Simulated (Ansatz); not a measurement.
RbAg3S2:
```
RbAg3S2
1.0
    8.03442     2.14917     0.00000
   -8.03442     2.14917     0.00000
   -3.65430     0.00000     8.07193
Rb Ag S
2 6 4
Direct
  0.13297   0.86703   0.04133
  0.86703   0.13297   0.95867
  0.59752   0.40248   0.65065
  0.40248   0.59752   0.34935
  0.68887   0.31113   0.41321
  0.31113   0.68887   0.58679
  0.06041   0.93959   0.40534
  0.93959   0.06041   0.59466
  0.19671   0.80329   0.70401
  0.80329   0.19671   0.29599
  0.51937   0.48063   0.22688
  0.48063   0.51937   0.77312
```

Relaxed with r²SCAN. Special points in fractions of this cell's reciprocal vectors: Γ (0.000, 0.000, 0.000); C (0.272, 0.272, 0.000); C2 (-0.272, 0.728, 0.000); Y2 (-0.500, 0.500, 0.000); M2 (-0.500, 0.500, 0.500); D (-0.255, 0.745, 0.500); D2 (0.255, 0.255, 0.500); A (0.000, 0.000, 0.500); L2 (0.000, 0.500, 0.500); V2 (0.000, 0.500, 0.000).

### Question
List the band energies nearest the valence-band maximum at these points for r²SCAN (plane waves, PAW; program Ansatz).

### Answer
In eV from the valence-band maximum; about four levels below and three above (degenerate sets whole), none deeper than 8.9 eV; points with the same levels are listed once.

```
k                     below           above
--  -----------------------  --------------
Γ   -0.56 -0.34 -0.10 -0.07  0.58 1.98 2.61
C   -1.31 -1.19 -1.11 -0.80  2.08 2.30 2.65
Y2  -0.80 -0.48 -0.38 -0.15  1.46 1.47 3.31
M2   -0.53 -0.43 -0.41 0.00  1.57 1.69 3.00
D   -1.41 -1.31 -1.01 -0.70  2.16 2.35 2.66
A   -0.79 -0.44 -0.15 -0.10  1.44 2.04 2.38
L2  -1.32 -1.30 -0.95 -0.91  2.22 2.31 2.75
V2  -1.36 -1.18 -1.01 -0.96  2.28 2.34 2.69
```

Space group C2/m. The first step of the workflow began from a Materials Project structure, measured or hypothetical; the Crystallography Open Database copy checked does not list it. Whether it is the stable phase at ambient conditions was not checked. Symmetry was held in the r²SCAN relaxation; its stability against distortions is not shown here. The run is not spin-polarised. Spin–orbit coupling is left out wherever it is not named.

Potentials: the later of the program's two PAW sets.
